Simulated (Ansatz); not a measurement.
Data:

W2C:
Space group Pnnm (No. 58); a = 4.6813 Å, b = 5.2366 Å, c = 3.0076 Å, α = 90.00°, β = 90.00°, γ = 90.00°

```tsv
atom	site	symmetry	x	y	z
W	4g	..m	0.2410	0.6585	0.0000
C	2a	..2/m	0.0000	0.0000	0.0000
```

This is the PBEsol-relaxed structure.

Question: All from PBEsol in the plane-wave PAW code Ansatz, unless another level is named. Give the bulk modulus (Birch–Murnaghan fit).

Answer: 354 GPa.

Question: Predict the highest zone-centre frequency.

Answer: 740 cm⁻¹.

The workflow started from a Materials Project entry (that database holds measured and hypothetical structures alike); the Crystallography Open Database copy checked does not list it. Its standing as an ambient phase is unchecked. Symmetry was held in the PBEsol relaxation; of distortions, only those at the zone centre were tested. No spin polarisation was allowed. As this level gives no gap, phonon frequencies hold no LO–TO term and depend on the k-mesh and smearing (Fermi–Dirac, 0.1 eV here). Scalar-relativistic: spin–orbit coupling is off unless named, which matters more the heavier the elements.

Potentials: the later of the program's two PAW sets.
